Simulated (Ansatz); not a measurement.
TiSi:
```
CELL_PARAMETERS angstrom
      1.78802    -2.04648     0.00000
      1.78802     2.04648     0.00000
      0.00000     0.00000     3.76217
ATOMIC_POSITIONS crystal
  Ti 0.50000 0.50000 0.00000
  Si 0.00000 0.00000 0.50000
```

Relaxed with LDA. Special points in fractions of this cell's reciprocal vectors: Γ (0.000, 0.000, 0.000); Y (-0.500, 0.500, 0.000); C0 (-0.441, 0.559, 0.000); Σ0 (0.441, 0.441, 0.000); Z (0.000, 0.000, 0.500); A0 (0.441, 0.441, 0.500); E0 (-0.441, 0.559, 0.500); T (-0.500, 0.500, 0.500); S (0.000, 0.500, 0.000); R (0.000, 0.500, 0.500).

### Question
List the band energies nearest the Fermi level at these points for LDA in the plane-wave PAW code Ansatz.

### Answer
In eV from the Fermi level; about four levels below and three above (degenerate sets whole), none deeper than 8.9 eV; points with the same levels are listed once.

```
k                     below           above
--  -----------------------  --------------
Γ         -2.61 -1.77 -1.30  1.80 2.42 3.18
Y   -1.65 -1.38 -1.04 -0.48  3.04 3.32 4.60
C0  -2.85 -0.94 -0.82 -0.35  3.47 3.88 4.29
Z               -6.65 -0.99  0.45 0.76 1.73
A0  -4.91 -4.70 -3.95 -1.90  2.19 2.47 2.49
T   -5.05 -4.07 -3.64 -2.81  2.24 2.58 2.99
S   -7.69 -6.59 -3.12 -0.89  1.67 2.51 4.59
R   -8.15 -5.01 -2.55 -1.77  1.37 1.83 2.02
```

Space group Cmmm. The first step of the workflow began from a Materials Project structure, measured or hypothetical; the Crystallography Open Database copy checked does not list it. COD files the formula under space group No. 25. Whether it is the stable phase at ambient conditions was not checked. Symmetry was held in the LDA relaxation; whether a distortion lowers the energy is not shown. The run is not spin-polarised.

Potentials: the earlier of the program's two PAW sets. The files were generated under PBE; for other functionals the program regenerates the frozen cores, and for LDA and PBEsol the local potential too.
